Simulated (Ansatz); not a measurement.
Input:

Ga2O3:
```yaml
crystal:
  lattice:
    - [2.99315, 0.00000, 0.00000]
    - [-1.49658, 2.59214, 0.00000]
    - [0.00000, 0.00000, 6.97176]
  atoms:
    - { symbol: Ga, position: [0.33333, 0.66667, 0.20010] }
    - { symbol: Ga, position: [0.66667, 0.33333, 0.79990] }
    - { symbol: O, position: [0.00000, 0.00000, 0.00000] }
    - { symbol: O, position: [0.33333, 0.66667, 0.69504] }
    - { symbol: O, position: [0.66667, 0.33333, 0.30496] }
```

This is the PBEsol-relaxed structure.

### Question
All from the program Ansatz at the PBEsol level (PAW), unless another level is named. Give the gap with spin–orbit coupling.

### Answer
2.47 eV.

### Question
And the electron effective mass?

### Answer
0.27, 0.27, 0.33 mₑ (principal values).

### Question
And the HSE06 gap on the PBEsol cell?

### Answer
4.20 eV.

### Question
What about the weight of the valence-edge state by species (Voronoi cells)?

### Answer
O 96 %, Ga 4 %.

### Question
Predict the weight of the conduction-edge state by species (Voronoi cells).

### Answer
O 61 %, Ga 39 %.

Space group P-3m1 (La2O3 or Ni2Al3 type). The cell is a constructed one: a structure type filled with these elements; neither database checked (COD, Materials Project) lists it. It is not the phase usual at ambient conditions (space group No. 12, 167). The cell was relaxed with PBEsol under the symmetry of its start. At this level the phase is dynamically unstable (imaginary phonons). Scalar-relativistic: spin–orbit coupling is off unless named, which matters more the heavier the elements.

Potentials: the later of the program's two PAW sets.
